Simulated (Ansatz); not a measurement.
CuBIr:
```
CELL_PARAMETERS angstrom
      0.00000     4.96988     3.25105
      4.34194     0.00000     3.25105
      4.34194     4.96988     0.00000
ATOMIC_POSITIONS crystal
  Ir 0.34811 0.65297 0.87815
  Ir 0.65297 0.34811 0.12077
  Ir 0.37185 0.12923 0.90189
  Ir 0.12923 0.37185 0.59703
  B  0.35105 0.69670 0.18430
  B  0.69670 0.35105 0.76795
  B  0.06570 0.48205 0.89895
  B  0.48205 0.06570 0.55330
  Cu 0.80896 0.86701 0.96213
  Cu 0.86701 0.80896 0.36191
  Cu 0.28787 0.88809 0.44104
  Cu 0.88809 0.28787 0.38299
```

Relaxed with r²SCAN.

Task: Give the Bader charges and basin volumes of the independent atoms, r²SCAN (plane waves, PAW; program Ansatz).

Result: 

| atom | Bader charge (e) | Bader volume (Å³) |
|---|---|---|
| Ir1 | -0.54 | 16.8 |
| B5 | +0.19 | 6.6 |
| Cu9 | +0.35 | 11.7 |

Space group Fdd2. The workflow started from an entry of the Crystallography Open Database (COD). Whether it is the stable phase at ambient conditions was not checked. Symmetry was held in the r²SCAN relaxation; whether a distortion lowers the energy is not shown. No spin polarisation was allowed. Scalar-relativistic: spin–orbit coupling is off unless named, which matters more the heavier the elements.

Potentials: the later of the program's two PAW sets.
